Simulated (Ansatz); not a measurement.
Ansatz (an electronic-structure program) input:

Ansatz 0.2 input:
```yaml
crystal:
  lattice:
    - [1.720810823, -5.1967441529, 0.0]
    - [1.720810823, 5.1967441529, 0.0]
    - [0.0, 0.0, 4.2812207104]
  atoms:
    - { symbol: Zr, position: [0.858795585, 0.141204415, 0.75] }
    - { symbol: Zr, position: [0.141204415, 0.858795585, 0.25] }
    - { symbol: Pt, position: [0.5922674352, 0.4077325648, 0.75] }
    - { symbol: Pt, position: [0.4077325648, 0.5922674352, 0.25] }
kpoints:
  mp_grid: { grid: [13, 13, 10] }
hamiltonian:
  xc: r2scan
  pseudopotentials: { kind: paw }
scf:
  occupations: { method: gaussian, width: 0.1 }
checkpoint: { read: metal.run }
output: { bader: true, populations: true }
```

Output (shortened):

```
Pseudopotentials: kind: paw
Pseudopotential: Zr, paw, valence charge 12
Pseudopotential: Pt, paw, valence charge 18
Functional definition: r2SCAN
Crystal: 4 atoms, lattice volume = 76.571 Å³
Basis set: ecut = 500 eV, 1943 PW (Γ), exchange–correlation on 160×160×128 points (64 copies of the dense FFT grid, shifted against one another)
Bands: 36, of which v1, the nominal top of the filled ones, is band 30 counted from 1 (29 counted from 0)
Symmetry: 8 space group operations
Space group: Cmcm (ITA 63), of the structure as read, at distance tolerance 4.2e-5 Å
k-points: 294 of 1690
PAW frozen core: Zr, regenerated for the run's functional
PAW frozen core: Pt, regenerated for the run's functional
Initial density: read from a saved state, or passed on in memory by an earlier SCF of this step, an earlier step, the calling program or the single point that …
Stability of the state it starts from, as read at its close in the unpolarized treatment …
Initial wavefunctions: pseudopotential atomic-orbital guess
Eigensolver: davidson
Functional: x = r2scan, c = r2scan; τ floored in thin density (d = 2e-4 eV/Å³)
iter 1 solved again at ethr=3.30e-8 eV; its pass at ethr=3.10e-3 eV (dr2=1.98e-5 eV) is discarded
SCF iter   1: F=—  HF=-33468.479210 eV  |F-HF|=—  |Δ(HF+E_count)|=         —  Δρ=5.18e-7  dr2=1.79e-10  dr2_τ=4.11e-11  ethr=3.30e-8  ⟨swp⟩=3.3  Hψ=65308  notcnv=0
all-band conjugate gradients solve this SCF's bands
preconditioner: auto → Kerker (q_TF=auto, 2.620 Å⁻¹)
SCF iter   2: F=-33468.479210 eV  HF=-33468.479210 eV  |F-HF|=5.82e-11  |Δ(HF+E_count)|=   1.07e-8  Δρ=3.23e-7  dr2=9.61e-11  dr2_τ=6.45e-11  ethr=1.00e-12  ⟨swp⟩=6.4  Hψ=38420  notcnv=0
SCF 1 converged in 2 iterations: F = -33468.479210 eV  dr2 = 9.61e-11
SCF converged after 2 iterations
Free energy (F): -33468.479210 eV
Harris-Foulkes:  -33468.479210 eV  (|F-HF|=5.82e-11)
Internal energy: -33468.472090 eV  (E = F + TS)
E sigma→0 (E₀):  -33468.475650 eV
Entropy (-TS):   -0.007120 eV (-1.780 meV/atom)
Fermi energy:    17.911043 eV
--- Per-component energies (eV) ---
  E_band       = -635.232021
  E_kinetic    = 1942.415352
  E_local      = -5076.838248  (includes V_loc(G=0)·N_el)
  E_nonlocal   = 555.981326
  E_hartree    = 1867.838023
  E_xc         = -815.412105
  E_vxc        = -1103.622576  (∫ρ·V_xc dr)
  E_paw        = -24900.609676  (= ΣΔE_a)
  E_vpaw       = -757.925987  (= ΣTr[D̂ρ^β])
  E_aug_tail   = 0.000308  (compensation charges beyond the density's cutoff)
  E_vtau       = 69.082404  (kinetic-family band-sum trace: ∫τ·v_τ [+ j·A + Jᵃ·Aᵃ] dr)
  E_ewald      = -7041.054599
  E_core_change = -0.792472  (= ΣΔE_core)
  E_smearing   = -0.007120  (= −TS)
  E_closure    =  0.000000  (closes the sum)
  Σ components = -33468.479210   (vs F -33468.479210, Δ=0.00e0)
  [band-id]    e_kinetic+e_local+e_nonlocal+2·e_hartree+e_vxc+e_vpaw+e_augmentation_tail+e_vtau = -635.231373   (vs E_band -635.232021, Δ=6.48e-4)
--- Band table (eV; the first three rows and the last of 294) ---
  k-point 0: bands = ["-83.0751", "-83.0674", "-36.7752", "-36.6978", "-36.6797", "-36.6350", "-36.6233", "-36.6177", "-33.1336", "-33.0974", "-10.5359", "-10.5272", "-10.3782", "-10.3389", "-10.2917", "-10.2855", "9.5044", "11.9649", "12.2854", "12.3510", "12.4600", "13.1259", "13.8797", "14.1574", "14.3531", "14.9295", "14.9402", "15.5561", "17.2933", "19.1437", "19.1504", "19.6987", "19.7071", "20.0436", "20.0883", "21.3578"]
  k-point 1: bands = ["-83.0749", "-83.0676", "-36.7752", "-36.7056", "-36.6731", "-36.6346", "-36.6235", "-36.6181", "-33.1316", "-33.0973", "-10.5382", "-10.5216", "-10.3873", "-10.3387", "-10.2964", "-10.2880", "9.6268", "12.0110", "12.0994", "12.5187", "12.6476", "13.1945", "13.8006", "14.3331", "14.3402", "14.9139", "14.9609", "15.2439", "17.5738", "18.7331", "19.1260", "19.5487", "19.7197", "19.7985", "20.0575", "21.4659"]
  k-point 2: bands = ["-83.0744", "-83.0682", "-36.7748", "-36.7194", "-36.6627", "-36.6333", "-36.6241", "-36.6193", "-33.1262", "-33.0971", "-10.5431", "-10.5060", "-10.4113", "-10.3379", "-10.3104", "-10.2948", "9.9810", "12.0046", "12.1424", "12.6834", "13.0195", "13.3879", "13.7404", "14.2679", "14.6553", "14.6834", "14.8442", "15.0766", "17.8510", "18.0565", "18.9370", "19.1365", "19.2053", "19.7575", "20.1105", "21.3515"]
  k-point 293: bands = ["-83.0713", "-83.0713", "-36.7647", "-36.7647", "-36.6326", "-36.6326", "-36.6262", "-36.6262", "-33.1003", "-33.1003", "-10.6068", "-10.6068", "-10.3326", "-10.3326", "-10.3226", "-10.3226", "12.2273", "12.2273", "13.1561", "13.1561", "13.7100", "13.7100", "13.7230", "13.7230", "14.1762", "14.1762", "14.8253", "14.8253", "16.1024", "16.1024", "18.8989", "18.8989", "19.4748", "19.4748", "20.1039", "20.1039"]
  band table: 36 of 36 bands, residual norms ≤ 1.0e-3 eV
--- Löwdin populations: 4 sites ---
  site symbol       q [e]
     0     Zr     11.8070
     1     Zr     11.8070
     2     Pt     17.9391
     3     Pt     17.9391
  spilling = 0.008464 (of n_electrons = 60.000000)
--- Bader charges: 4 sites ---
  site symbol  charge [e]  shift [e]
     0     Zr      1.7978     0.0005
     1     Zr      1.7978     0.0005
     2     Pt     -1.7978     0.0005
     3     Pt     -1.7978     0.0005
  shift: an alarm, by how much a part of what the PAW files miss would move the charge. Where it is large, compare
  with a run on PAW files of another source; a small one proves nothing
  estimated error of the sums over rays = 9.1e-4 e
```

Cost: roughly 90 core-seconds on shared cores.

The workflow started from a Materials Project entry (that database holds measured and hypothetical structures alike); the Crystallography Open Database copy checked does not list it. COD files the formula under space group No. 221, so this cell is another polymorph or a model. Its standing as an ambient phase is unchecked. The cell was relaxed with r²SCAN under the symmetry of its start; whether a distortion lowers the energy is not shown. The run is not spin-polarised. Axis ratios of metals converge slowly with the k-mesh, so a and c are less sure than the volume. Spin–orbit coupling is left out wherever it is not named.

Potentials: the later of the program's two PAW sets.

Ansatz is a plane-wave DFT program.
